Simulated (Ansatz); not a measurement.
### Question
Name crystals whose computed values (DFT-LDA in the program Ansatz with PAW potentials) fall in these windows: Θ_D (K) 340 to 450; highest Γ mode, no LO–TO term (cm⁻¹) 180 to 250; G_Hill (GPa) 19 to 23.

### Answer


```
crystal           Θ_D (K)  highest Γ mode, no LO–TO term (cm⁻¹)  G_Hill (GPa)
----------------  -------  ------------------------------------  ------------
Mg, 9R (Sm type)      397                                   225          20.7
```
Others may fit too.

Not the usual ambient phase: Mg, 9R (Sm type). The cell was relaxed under the symmetry of its start.

Potentials: the earlier of the program's two PAW sets. The files were generated under PBE; for other functionals the program regenerates the frozen cores, and for LDA and PBEsol the local potential too.
